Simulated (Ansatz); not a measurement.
An Ansatz (a quantum-chemistry and plane-wave program) run. Input:

Ansatz 0.2 input:
```yaml
crystal:
  lattice:
    - [2.9840174582, 0.0, 0.0]
    - [0.0, 3.2501315775, 0.0]
    - [0.0, 0.0, 4.6671518713]
  atoms:
    - { symbol: Si, position: [0.0, 0.0, 0.157528402] }
    - { symbol: Si, position: [0.5, 0.5, 0.842471598] }
    - { symbol: Ni, position: [0.0, 0.0, 0.6565849709] }
    - { symbol: Ni, position: [0.5, 0.5, 0.3434150291] }
kpoints:
  mp_grid: { grid: [14, 13, 9] }
hamiltonian:
  xc: pbesol
  pseudopotentials: { kind: paw }
scf:
  occupations: { method: fermi_dirac, width: 0.1 }
phonons:
  method: dfpt
  response_accuracy: low
  eigenvectors: true
  rigid_motions: translations
```

Output (shortened):

```
Pseudopotential: Si, paw, valence charge 4
Pseudopotential: Ni, paw, valence charge 18
Functional definition: PBEsol
Crystal: 4 atoms, lattice volume = 45.264 Å³
Basis set: ecut = 420 eV, 889 PW (Γ), exchange–correlation on 40×48×64 points (8 copies of the dense FFT grid, shifted against one another)
Bands: 27, of which v1, the nominal top of the filled ones, is band 22 counted from 1 (21 counted from 0)
Symmetry: 8 space group operations
k-points: 280 of 1638 (irreducible under 4 space group operations, time reversal used)
SCF iter   1: F=—  HF=-12855.144406 eV  |F-HF|=—  |Δ(HF+E_count)|=         —  Δρ=1.56e-2  dr2=5.66e-2  ethr=1.77e-3  ⟨swp⟩=5.2  Hψ=31844  notcnv=0
preconditioner: auto → Kerker (q_TF=auto, 2.715 Å⁻¹)
SCF iter   2: F=—  HF=-12855.134537 eV  |F-HF|=—  |Δ(HF+E_count)|=   9.87e-3  Δρ=3.69e-3  dr2=4.27e-3  ethr=1.29e-4  ⟨swp⟩=2.9  Hψ=16561  notcnv=0  defer=6
SCF iter   3: F=—  HF=-12855.133643 eV  |F-HF|=—  |Δ(HF+E_count)|=   8.94e-4  Δρ=1.30e-3  dr2=9.45e-4  ethr=9.70e-6  ⟨swp⟩=1.1  Hψ=7578  notcnv=0  defer=6
SCF iter   4: F=—  HF=-12855.133358 eV  |F-HF|=—  |Δ(HF+E_count)|=   2.85e-4  Δρ=3.67e-4  dr2=8.06e-5  ethr=2.15e-6  ⟨swp⟩=2.1  Hψ=10572  notcnv=0  defer=6
SCF iter   5: F=—  HF=-12855.133347 eV  |F-HF|=—  |Δ(HF+E_count)|=   1.07e-5  Δρ=8.05e-5  dr2=5.26e-6  ethr=1.83e-7  ⟨swp⟩=2.5  Hψ=11598  notcnv=0  defer=6
SCF iter   6: F=—  HF=-12855.133342 eV  |F-HF|=—  |Δ(HF+E_count)|=   5.46e-6  Δρ=2.09e-5  dr2=1.71e-7  ethr=1.20e-8  ⟨swp⟩=2.4  Hψ=11625  notcnv=0  defer=6
SCF iter   7: F=—  HF=-12855.133345 eV  |F-HF|=—  |Δ(HF+E_count)|=   2.67e-6  Δρ=6.59e-6  dr2=1.68e-8  ethr=3.89e-10  ⟨swp⟩=2.3  Hψ=13033  notcnv=0  defer=6
SCF iter   8: F=—  HF=-12855.133345 eV  |F-HF|=—  |Δ(HF+E_count)|=  8.62e-10  Δρ=1.57e-6  dr2=1.15e-9  ethr=3.83e-11  ⟨swp⟩=2.4  Hψ=11692  notcnv=0  defer=6
SCF iter  10: F=-12855.133345 eV  HF=-12855.133345 eV  |F-HF|=0.00e0  |Δ(HF+E_count)|=  5.46e-12  Δρ=5.50e-8  dr2=9.60e-13  ethr=1.00e-12  ⟨swp⟩=5.7  Hψ=34028  notcnv=0
SCF 1 converged in 10 iterations: F = -12855.133345 eV  dr2 = 9.60e-13
DFPT response loops at Γ: preconditioner auto → Kerker (q_TF=auto, 2.715 Å⁻¹) (partly filled bands, converged f_vac=0.000) …
SCF converged after 10 iterations
Free energy (F): -12855.133345 eV
Harris-Foulkes:  -12855.133345 eV  (|F-HF|=0.00e0)
Internal energy: -12855.098470 eV  (E = F + TS)
E sigma→0 (E₀):  -12855.115907 eV
Entropy (-TS):   -0.034874 eV (-8.719 meV/atom)
Fermi energy:    16.138999 eV
--- Per-component energies (eV) ---
  E_band       = -594.921494
  E_kinetic    = 660.020948
  E_local      = -8871.744094  (includes V_loc(G=0)·N_el)
  E_nonlocal   = 1323.221141
  E_hartree    = 3834.774398
  E_xc         = -284.523010
  E_vxc        = -320.534270  (∫ρ·V_xc dr)
  E_paw        = -4189.369543  (= ΣΔE_a)
  E_vpaw       = -1055.435061  (= ΣTr[D̂ρ^β])
  E_aug_tail   = 0.001032  (compensation charges beyond the density's cutoff)
  E_ewald      = -5327.937042
  E_core_change = 0.457699  (= ΣΔE_core)
  E_smearing   = -0.034874  (= −TS)
  E_closure    =  0.000000  (closes the sum)
  Σ components = -12855.133345   (vs F -12855.133345, Δ=0.00e0)
  [band-id]    e_kinetic+e_local+e_nonlocal+2·e_hartree+e_vxc+e_vpaw+e_augmentation_tail = -594.921507   (vs E_band -594.921494, Δ=-1.33e-5)
--- Band table (eV; the first three rows and the last of 280) ---
  k-point 0: bands = ["-87.5637", "-87.5539", "-48.2389", "-48.2098", "-48.1131", "-48.0740", "-48.0345", "-48.0032", "2.0473", "7.8773", "9.4645", "11.8352", "12.4574", "13.0803", "13.2137", "13.3406", "13.4475", "13.4765", "13.7758", "14.1168", "14.1469", …
  k-point 1: bands = ["-87.5637", "-87.5538", "-48.2389", "-48.2099", "-48.1131", "-48.0740", "-48.0345", "-48.0032", "2.1158", "7.4270", "9.7567", "11.8622", "12.4369", "13.0835", "13.2187", "13.3920", "13.3961", "13.4328", "13.7283", "14.1112", "14.3898", …
  k-point 2: bands = ["-87.5637", "-87.5538", "-48.2388", "-48.2101", "-48.1131", "-48.0741", "-48.0345", "-48.0033", "2.3106", "6.6071", "10.1679", "11.9318", "12.3818", "13.0938", "13.2319", "13.2535", "13.3345", "13.4468", "13.6153", "14.0966", "15.2181", …
  k-point 279: bands = ["-87.5578", "-87.5578", "-48.2231", "-48.2231", "-48.1044", "-48.1044", "-48.0261", "-48.0261", "8.6101", "8.6101", "9.3809", "9.3809", "11.2244", "11.2244", "12.3730", "12.3730", "13.2440", "13.2440", "14.1175", "14.1175", "14.5741", …
--- Phonons (Γ-DFPT): 6 representative perturbations + reference, on 280 of 1638 k-points (Σ response iterations 17) ---
  ASR residual: 8.172e-4 → 0.000e0 eV/Å²; symmetrization residual: 2.790e-5 eV/Å²
  ASR residual per site (eV/Å²): 9.59e-5 9.59e-5 8.17e-4 8.17e-4
  Γ frequencies (cm⁻¹): 0.00 0.00 0.00 182.36 198.03 253.01 253.70 273.48 285.85 329.76 383.16 417.54
  non-analytic LO–TO correction: not included (Born effective charges unavailable; polar crystals: no LO–TO splitting at Γ)
```

Cost: very roughly 4 core-minutes on shared cores.

Space group Pmmn. The first step of the workflow began from a Materials Project structure, measured or hypothetical; the Crystallography Open Database copy checked does not list it. It is not the phase usual at ambient conditions (space group No. 62). The cell keeps a stress of up to 0.2 GPa. Symmetry was held in the PBEsol relaxation; of distortions, only those at the zone centre were tested. The run is not spin-polarised. As this level gives no gap, phonon frequencies hold no LO–TO term and depend on the k-mesh and smearing (Fermi–Dirac, 0.1 eV here).

Potentials: the later of the program's two PAW sets.

Ansatz is a plane-wave DFT program.
